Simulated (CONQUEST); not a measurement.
Consider a self-consistent single point of W (Im-3m, 2 atoms in the cell; from Materials Project mp-91, changed as shown).

```yaml
crystal:
  lattice:
    - [3.24123, 0.00000, 0.00000]
    - [0.00000, 3.24123, 0.00000]
    - [0.00000, 0.00000, 3.24123]
  atoms:
    - { symbol: W, position: [0.00000, 0.00000, 0.00000] }
    - { symbol: W, position: [0.50000, 0.50000, 0.50000] }
```

All values come from this method and carry its errors: PBE, numerical atomic orbitals double-zeta with polarisation (the shipped basis), PseudoDojo norm-conserving potentials made for PBE (CONQUEST).

CONQUEST settings:

```
setting                                         value
---------------------  ------------------------------
basis                                             DZP
Diag.MPMeshX, Y, Z                              5 5 5
potentials             PseudoDojo norm-conserving PBE
Grid.GridCutoff                                140 Ha
DM.SolutionMethod                              diagon
Diag.kT                                   0.003675 Ha
Diag.GammaCentred                                true
minE.SCTolerance                              1.0e-06
SC.MaxIters                                       100
SC.LinearMixingFactor                             0.5
SC.KerkerPreCondition                            true
SC.KerkerFactor                            0.5 1/bohr
AtomMove.TypeOfRun                             static
```

Results:

```
Quantity                                                 Result
------------------------------------------------  -------------
Number of valence electrons                                  28
Number of bands                                              38
Number of k-points after the program's reduction             63
Size of the basis                                            38
Number of SCF iterations                                     11
FFT grid                                           36 × 36 × 36
Free energy E − TS                                -4127.4913 eV
Fermi level (on the code's own zero)                   -6.44 eV
Pressure                                             -10.96 GPa
```

Stress (GPa, positive for compression):
```
-10.96    0.00    0.00
  0.00  -10.96    0.00
  0.00    0.00  -10.96
```

For comparison: a first run was changed to give this one (volume scaled by 1.06), and from it to this one the free energy rises by 17.8 meV/atom and the pressure goes from 5.94 to -10.96 GPa.

The program uses no crystal symmetry, so grid and mesh can part values that symmetry would make equal. The atom-centred basis is finite, which shifts total energies and pressures against plane waves. The structure comes from a collection of computed structures, made at another level of theory; the collection holds predicted forms beside known ones. Its lattice was then scaled. No clean gap shows at this smearing width and mesh (spacing up to 0.39 Å⁻¹); the mesh is coarse for partly filled bands, so the values carry mesh errors.

Cost on one core: about 80 core-seconds (a rough figure).
